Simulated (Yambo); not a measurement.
Yambo run on MgH2 (space group Pbcn, No. 60). The wavefunctions come from this Quantum ESPRESSO step (PBEsol, PseudoDojo standard norm-conserving files, scalar-relativistic):

```
&CONTROL
  calculation = 'nscf'
  pseudo_dir = './pseudo'
  outdir = './out'
/
&SYSTEM
  ibrav = 0
  nat = 12
  ntyp = 2
  ecutwfc = 84.0
  ecutrho = 336.0
  occupations = 'fixed'
  force_symmorphic = .true.
  nbnd = 174
/
&ELECTRONS
  conv_thr = 1.2000000000000002e-08
  diago_full_acc = .true.
  diago_thr_init = 1e-08
/
ATOMIC_SPECIES
H 1.0080 H.upf
Mg 24.3050 Mg.upf
CELL_PARAMETERS angstrom
  4.479070000000   0.000000000000   0.000000000000
  0.000000000000   5.392620000000   0.000000000000
  0.000000000000   0.000000000000   4.895500000000
ATOMIC_POSITIONS crystal
H   0.727690000000   0.891070000000   0.419810000000
H   0.272310000000   0.108930000000   0.580190000000
H   0.772310000000   0.608930000000   0.919810000000
H   0.227690000000   0.391070000000   0.080190000000
H   0.227690000000   0.608930000000   0.580190000000
H   0.772310000000   0.391070000000   0.419810000000
H   0.272310000000   0.891070000000   0.080190000000
H   0.727690000000   0.108930000000   0.919810000000
Mg   0.500000000000   0.831530000000   0.750000000000
Mg   0.500000000000   0.168470000000   0.250000000000
Mg   0.000000000000   0.668470000000   0.250000000000
Mg   0.000000000000   0.331530000000   0.750000000000
K_POINTS automatic
4 2 2 0 0 0
```

Yambo input:

```
rim_cut
gw0
dyson
el_el_corr
HF_and_locXC
ppa
em1d
RandQpts= 1000000
RandGvec= 1 Ry
EXXRLvcs= 84 Ry
VXCRLvcs= 336 Ry
Chimod= "HARTREE"
% BndsRnXp
 17 | 173 |
%
NGsBlkXp= 7 Ry
% LongDrXp
 1.0 | 1.0 | 1.0 |
%
PPAPntXp= 27.2114 eV
% GbndRnge
 1 | 173 |
%
GTermKind= "BG"
DysSolver= "n"
ExtendOut
% QPkrange
 1 | 1 | 24 | 25 |
 2 | 2 | 24 | 25 |
 4 | 4 | 24 | 25 |
 9 | 9 | 24 | 25 |
 10 | 10 | 24 | 25 |
 11 | 11 | 24 | 25 |
 12 | 12 | 24 | 25 |
%
```

k points by index: 1 = Γ, 2 = (0, 0, -0.5), 4 = (0, -0.5, -0.5), 9 = (-0.5, 0, 0), 10 = (-0.5, 0, -0.5), 11 = (-0.5, -0.5, 0), 12 = (-0.5, -0.5, -0.5).

The o-*.qp file then holds:

```
#    K-point    Band    Eo [eV]    E [eV]    E-Eo [eV]    Vxc [eV]    Vnlxc [eV]    Sc|Eo [eV]    Sc|E [eV]    dSc/dw|Eo [eV]    Re(Z)    Im(Z)
#
    1    24    0.000000    -1.259751    -1.259751    -11.57470    -15.04329    1.854196    2.208839    -7.659464    0.780343    -0.001825
    1    25    3.527947    4.269437    0.741490    -8.306019    -4.075452    -3.326609    -3.489077    -5.960998    0.820299    -0.001560
    2    24    -0.718596    -1.905974    -1.187379    -11.04667    -14.41075    1.840464    2.176695    -7.704341    0.779340    -0.001896
    2    25    4.690585    5.420202    0.729617    -9.381145    -5.113666    -3.365389    -3.537861    -6.430949    0.808840    -0.001690
    4    24    -0.411588    -1.666233    -1.254644    -11.43319    -14.91049    1.867232    2.222660    -7.707647    0.779266    -0.001854
    4    25    5.819185    6.724369    0.905184    -9.063340    -4.240013    -3.704714    -3.918143    -6.414379    0.809237    -0.002009
    9    24    -1.141914    -2.403419    -1.261505    -10.96024    -14.60763    2.020265    2.385886    -7.885413    0.775319    -0.002008
    9    25    3.689666    4.513791    0.824125    -9.013819    -4.614403    -3.388292    -3.575292    -6.173194    0.815085    -0.001611
    10    24    -1.161520    -2.464078    -1.302558    -11.11975    -14.90466    2.103552    2.482347    -7.911766    0.774735    -0.002387
    10    25    4.070482    4.866330    0.795848    -8.764284    -4.392269    -3.396835    -3.576166    -6.130352    0.816133    -0.001594
    11    24    -0.670453    -1.967441    -1.296988    -11.17666    -14.82967    1.984131    2.356021    -7.801252    0.777183    -0.001968
    11    25    4.779567    5.623649    0.844082    -8.919071    -4.315307    -3.563008    -3.759682    -6.338860    0.811060    -0.001774
    12    24    -2.474403    -3.763304    -1.288901    -10.36981    -14.36030    2.306564    2.701581    -8.339743    0.765415    0.210462E-3
    12    25    6.870113    7.671186    0.801073    -9.694327    -4.967329    -3.721921    -3.925924    -6.927512    0.797072    -0.002306
```
(The two width columns are left out.) Convergence of these settings isn't established.

Geometry of the Materials Project entry, not relaxed at this level.

The structure is a Materials Project entry; no match was found in the copy of COD used, and its stability was not checked.
